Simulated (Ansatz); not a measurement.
CsZn (CsCl type), DFT, PBE, PAW with Ansatz's default frozen-core files, scalar-relativistic (Ansatz 0.2.0), on 1 thread of AMD EPYC 9R45 96-Core Processor (Zen 5) (shared host).

Command: `ansatz run input.yaml --threads 1 --pin off --max-ram 2048MiB --backend cpu --events-out ev --progress --plain --runs-dir out`

```yaml
crystal:
  lattice:
    - [4.5860445664, 0.0, 0.0]
    - [0.0, 4.5860445664, 0.0]
    - [0.0, 0.0, 4.5860445664]
  atoms:
    - { symbol: Cs, position: [0.0, 0.0, 0.0] }
    - { symbol: Zn, position: [0.5, 0.5, 0.5] }
kpoints:
  mp_grid: { grid: [8, 8, 8] }
scf:
  occupations: { method: fermi_dirac, width: 0.05 }
hamiltonian:
  xc: pbe
  pseudopotentials: { kind: paw }
output:
  forces: true
  stress: true
  eigenvalues: true
  efg: { contact_densities: true }
  populations: true
  bader: true
  dos: { projected: true, de: 0.2, e_range: [-14, 8] }
  write_density: true
  write_potential: true
  elf: true
  volumetric_format: npy
```

Question: How large is the problem that the program sets up?

Answer: 35 irreducible k-points, 1863 plane waves at Γ, 15 bands.

Question: About how long does it take?

Answer: 8.1 s of wall time for 7 SCF iterations. Times on shared machines scatter by tens of per cent.
